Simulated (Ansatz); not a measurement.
Input:

MoP:
```
CELL_PARAMETERS angstrom
      3.20677     0.00000     0.00000
     -1.60338     2.77714     0.00000
      0.00000     0.00000     3.17361
ATOMIC_POSITIONS crystal
  Mo 0.00000 0.00000 0.00000
  P  0.33333 0.66667 0.50000
```

This is the PBEsol-relaxed structure.

### Question
All from PBEsol in the plane-wave PAW code Ansatz, unless another level is named. Estimate the density of states at the Fermi level.

### Answer
0.38 states/eV per atom (mean over ±0.08 eV).

### Question
What about the formation energy from the elements (no fitted shifts)?

### Answer
-0.76 eV/atom.

### Question
Predict the gap with spin–orbit coupling.

### Answer
none (metallic).

Space group P-6m2. Symmetry was held in the PBEsol relaxation. No spin polarisation was allowed. The references are the lowest solids computed at this level, not always the standard phases. Scalar-relativistic: spin–orbit coupling is off unless named, which matters more the heavier the elements.

Potentials: the earlier of the program's two PAW sets. The files were generated under PBE; for other functionals the program regenerates the frozen cores, and for LDA and PBEsol the local potential too.
